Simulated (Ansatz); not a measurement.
HfO2 (fluorite)

```xyz
3
Lattice="0.0000 2.5491 2.5491 2.5491 0.0000 2.5491 2.5491 2.5491 0.0000" Properties=species:S:1:pos:R:3 pbc="T T T"
Hf     0.0000     0.0000     0.0000
O      1.2745     1.2745     1.2745
O      3.8236     3.8236     3.8236
```

E(V) scan at fixed shape, V₀ the volume above. Symmetry pins the atoms to their sites.

Calculation: PBE (plane waves to 420 eV, PAW, scalar-relativistic; Ansatz, a program for electronic structure). k mesh 11×11×11 (Γ-centred), Fermi-Dirac smearing 0.05 eV. The energy includes the smearing's −TS. Stress and pressure are positive under compression. HfO2 is run without spin polarisation. HfO2 was relaxed with its symmetry unable to fall. Spin-orbit coupling is left out, though Hf is heavy. The PAW data are Ansatz's earlier set. This is a high-temperature form of HfO2. ΔE is measured from the relaxed starting cell.

```tsv
V (Å³/atom)	ΔE (meV/atom)
9.938	101.8
10.214	54.6
10.490	23.2
10.766	5.6
11.042	0.0
11.318	5.1
11.594	19.5
11.870	withheld
12.146	71.8
```

Q: Fit a third-order Birch-Murnaghan form (E₀, V₀, B₀, B₀′ free) to the given rows and predict ΔE at V = 11.870.

A: Least squares on the 8 given rows: ΔE = E₀ + (9V₀B₀/16)·y²·[2 + (B₀′ − 4)y], y = (V₀/V)^(2/3) − 1, with V₀ = 11.042 Å³/atom, B₀ = 246.0 GPa (160.2 GPa = 1 eV/Å³; the term in eV is multiplied by 1000), B₀′ = 4.22, E₀ = 0.03 meV/atom; root-mean-square residual 0.02 meV/atom. At 11.870 the fit gives 42.1 meV/atom; the calculation gives 42.0 meV/atom, so the interpolation is off by 0.1 (+0.2 %). For the pressure the fit gives -15.3 GPa against the computed -15.3 GPa.

(A scan under strain: stresses follow from slopes of the energy per volume, elastic moduli from its curvatures.)
